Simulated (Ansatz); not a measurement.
The elements of this relaxed trial crystal are hidden behind letters.

```
lattice vectors (Å)
   8.1330    0.0000    0.0000
  -4.0665    7.0434    0.0000
   0.0000    0.0000    5.0249
fractional positions
X 0.3333 0.6667 0.5000
X 0.6667 0.3333 0.5000
Z 0.0000 0.0000 0.5000
Q 0.5000 0.0000 0.0000
Q 0.0000 0.5000 0.0000
Q 0.5000 0.5000 0.0000
Q 0.0000 0.0000 0.0000
```

Computed with Ansatz, DFT PBE, scalar-relativistic, plane waves, PAW. The final run on the 7-atom cell used 420 eV, a Γ-centred 6×6×8 mesh, 0.10 eV smearing and collinear spin.

| Quantity | Value |
| --- | --- |
| Space group | P6/mmm (No. 191) |
| Conventional cell | a = 8.133 Å, c = 5.025 Å |
| Volume per atom | 41.12 Å³ |
| Density | 5.60 g/cm³ |
| Energy over the elements | −0.04 eV/atom |
| Gap on the 6×6×8 mesh of the 7-atom cell | 0 eV (a metal) |
| Net moment per atom | 0.39 μB |

Energies are uncorrected and count from the elements' standard states at the same level.

**Question.** X is an s-block element of period 6, Z is a d-block element of period 6 and Q is a p-block element of period 5. Which elements are they?

**Answer.** X = Ba, Z = Re, Q = Te, so the formula is Ba2ReTe4. Density times volume gives a mean mass of 5.60 × 41.12/1.6605 = 138.7 u per atom, and this set has 138.8 u. Ba has 6 Te at 3.44 Å; Re has 2 Te at 2.51 Å; around Te on a site of symmetry mmm lie 4 Ba at 3.44 Å; 1 more site not described. Other sets within the hints have nearly the same mass, so mass alone doesn't settle it; this one was computed.

These runs have no spin–orbit coupling, which can matter for Re and Te. Another magnetic order may lie lower. Symmetry constrained the relaxation, so the result can be a saddle point.
